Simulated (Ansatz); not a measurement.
GaAs:
```xyz
4
Lattice="3.9931 0.0000 0.0000 -1.9966 3.4582 0.0000 0.0000 0.0000 6.5844" Properties=species:S:1:pos:R:3 pbc="T T T"
Ga     0.0000     2.3054     0.0004
Ga     1.9966     1.1527     3.2926
As     0.0000     2.3054     2.4621
As     1.9966     1.1527     5.7543
```

Relaxed with r²SCAN.

Problem. Map the valence electron density (e/Å³), cut off at 1 on the plane through (0.333, 0.667, 0.000) spanned by u = [0, 0, 1] and v = [1, -1, 0] in lattice vectors, from r²SCAN in the plane-wave PAW code Ansatz.

Solution. x is the fraction of u, y of v (the angle between them is 90°; rows are the nearest grid lines); atoms in the plane: Ga at (0.00, 0.00), Ga at (0.50, 0.33), As at (0.37, 0.00), As at (0.87, 0.33).
```
|9999744579999999942100000001269999|
|9999433458999999642100000001249999|
|9995322345899997532100000001125999|
|2221111112334443211000000000111222|
|1110000011122222110000000000011111|
|0000000000000000000000000000000000|
|0000000000000000000000000000000000|
|0000000000000000000000000000000000|
|0000000000000000000000000000000000|
|0000000000000000000000000000000000|
|0000000000000000000000000000000000|
|1000000000000111111000000111122111|
|1100000000001112221111111122333321|
|3210000000012359999532223468999753|
|4210000000012599999953334699999974|
|6321000000013999999995456999999996|
|6311000000013999999995456999999996|
|4311000000112499999843334589999974|
|4211000000112357986432223457999764|
|3221100011234444432111011123445543|
|4322111122345665432110000112334444|
|9995322346899998532100000001235999|
|9999433458999999642100000001249999|
|9999744579999999942100000001269999|
```
Scale: ten equal steps from 0.012 (start of '0') to 1.00 (end of '9'), in the order '0123456789'; x runs from 0.000 to 1.00, y from 0.000 (bottom) to 1.00 (top).

The density is the valence pseudo-density with augmentation charge, so density and ELF within about 1 Å of a nucleus are not all-electron values.

Space group P6_3mc (wurtzite). The workflow started from a Materials Project entry (that database holds measured and hypothetical structures alike); the Crystallography Open Database copy checked does not list it. It is not the phase usual at ambient conditions (space group No. 216). The r²SCAN relaxation kept the symmetry of its start; whether a distortion lowers the energy is not shown.

Potentials: the earlier of the program's two PAW sets. The files were generated under PBE; for other functionals the program regenerates the frozen cores, and for LDA and PBEsol the local potential too.
